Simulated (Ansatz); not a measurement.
In plane-wave PAW r²SCAN (Ansatz code), GaSb in the cubic phase (Pm-3n; Ga on 6c, Sb on 6d) relaxes to a = 7.570 Å. Against the elements it lies at -38 meV/atom, with no fitted shifts.

The Kohn–Sham gap is 0.24 eV (direct). The valence maximum lies at Γ and the conduction minimum at Γ. The screened hybrid HSE06 puts the gap at 0.63 eV. Gap from r²SCAN with spin–orbit coupling: 0.10 eV. The electron mass is 0.013 mₑ (isotropic).

An equation-of-state fit gives a bulk modulus of 39.3 GPa. Bader charges are Ga +0.38, Sb -0.38 e.

The start of the workflow was typed in or built on a structure type; neither database checked (COD, Materials Project) lists it. It is not the phase usual at ambient conditions (space group No. 216). The cell was relaxed with r²SCAN under the symmetry of its start; whether a distortion lowers the energy is not shown. The volume moved by 29 % from the start of the relaxation. The references are the lowest solids computed at this level, not always the standard phases. Spin–orbit coupling is left out wherever it is not named.

Potentials: the earlier of the program's two PAW sets. The files were generated under PBE; for other functionals the program regenerates the frozen cores, and for LDA and PBEsol the local potential too.
